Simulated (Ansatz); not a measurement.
La (diamond, Fd-3m) at seven volumes, PBEsol (plane waves, PAW; program Ansatz), scaled uniformly. One row is withheld.

```tsv
V (Å³/atom)	P (GPa)
32.141	6.69
33.200	?
34.260	1.82
35.319	0.00
36.379	-1.49
37.438	-2.69
38.498	-3.65
```

Problem. Fit the shown pressures and predict the withheld one.

Solution. P = (3/2)B₀(x^(7/2) − x^(5/2))[1 + (3/4)(B′ − 4)(x − 1)] with x = (V₀/V)^(2/3). Least squares on the six rows gives V₀ = 35.319 Å³/atom, B₀ = 54.3 GPa, B′ = 5.69. At V = 33.200, x = 1.0421 and P = 4.01 GPa. The run itself gave 4.03 GPa.

The start of the workflow was typed in or built on a structure type; neither database checked (COD, Materials Project) lists it. It is not the phase usual at ambient conditions (space group No. 194). Symmetry was held in the PBEsol relaxation. At this level the phase is mechanically unstable. The volume moved by -40 % from the start of the relaxation. Spin–orbit coupling is left out wherever it is not named.

Potentials: the later of the program's two PAW sets.
